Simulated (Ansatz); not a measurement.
Profile along the N–Ti line in TiN (rock salt)

TiN (rock salt), conventional cell a = b = c = 4.247 Å, α = β = γ = 90.00°. The calculation uses the primitive cell of 2 atoms, to which meshes and values per cell refer.

Fields along a shortest N–Ti line of a {110} plane (2.12 Å), from N to Ti, interpolated on the slice's grid (step about 0.1 Å). Computed with PBE (plane waves to 420 eV, PAW, scalar-relativistic; Ansatz, a quantum-chemistry and plane-wave program). k mesh 19×19×19. These are valence fields of a PAW run, semicore shells included where kept as valence: close to a nucleus they are smooth pseudo fields. The PAW data are Ansatz's earlier set. TiN is run without spin polarisation. TiN was relaxed with its symmetry unable to fall.

```csv
distance from N (Å),valence electron density (e/Å³),electron localisation function
0.00,3.32,x
0.11,3.39,x
0.21,3.47,x
0.32,3.34,x
0.42,2.83,0.67
0.53,2.10,0.77
0.64,1.45,0.81
0.74,1.02,0.79
0.85,0.74,0.64
0.95,0.57,0.39
1.06,0.51,0.18
1.17,0.56,0.15
1.27,0.82,0.24
1.38,1.47,0.44
1.48,2.73,0.64
1.59,4.61,0.72
1.70,6.85,0.74
1.80,9.03,x
1.91,10.75,x
2.01,11.79,x
2.12,12.14,x
```

x: too close to a nucleus for the ELF to mean much.

Density on the N–Ti line (2.12 Å) at its midpoint: 0.51 e/Å³. ELF at that point: 0.18.
